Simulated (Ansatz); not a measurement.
Level of theory: DFT PBE, scalar-relativistic, plane waves, PAW (Ansatz). All cells share a 420 eV cutoff and Γ-centred k meshes spaced about 0.3 Å⁻¹ or finer (0.25 for metals, 2π included). No spin polarisation.

All energies are static (0 K, no zero-point motion).

Two forms of NaAl5O2 were relaxed alike.

A.

```xyz
8
Lattice="2.9006 0.0000 0.0000 -1.4503 2.5120 0.0000 0.0000 0.0000 14.6318" Properties=species:S:1:pos:R:3 pbc="T T T"
Na    0.0000    0.0000    0.0000
Al    1.4503    0.8373    2.7364
Al    0.0000    1.6747   11.8954
Al    0.0000    1.6747    5.0336
Al    0.0000    0.0000    7.3159
Al    1.4503    0.8373    9.5981
O     0.0000    1.6747    1.6776
O     1.4503    0.8373   12.9541
```

B.

```xyz
8
Lattice="1.4535 0.8392 14.4840 -1.4535 0.8392 14.4840 0.0000 -1.6784 14.4840" Properties=species:S:1:pos:R:3 pbc="T T T"
Na    0.0000    0.0000    0.0000
Al    0.0000    0.0000   11.7724
Al    0.0000    0.0000   31.6796
Al    0.0000    0.0000   38.5219
Al    0.0000    0.0000    4.9301
Al    0.0000    0.0000   21.7260
O     0.0000    0.0000   27.2919
O     0.0000    0.0000   16.1600
```

Problem. Which form is favoured at zero pressure, and by what margin per atom?

Solution. B is lower, by 60 meV/atom. A has space group P-3m1 (No. 164), 13.3 Å³/atom and no gap on its mesh; B has space group R-3m (No. 166), 13.3 Å³/atom and no gap. Counting Al or Na atoms around O (for each partner element, those within 1.25 times its shortest distance or 1.15 times the sum of covalent radii, where it is the nearest in units of that sum or under 1.3), A and B both have O 6. Both come from trial cells of a structure search, whose lowest cell (R-3m, 13.2 Å³/atom) lies 65 meV/atom below the lower of the two.

Trial moments fell under 0.15 μB along the way in P-3m1 and R-3m; another start might hold them. Cells relaxed within their symmetry can be saddle points. Some candidate types were left out of the draw beforehand, so a known form may be missing.
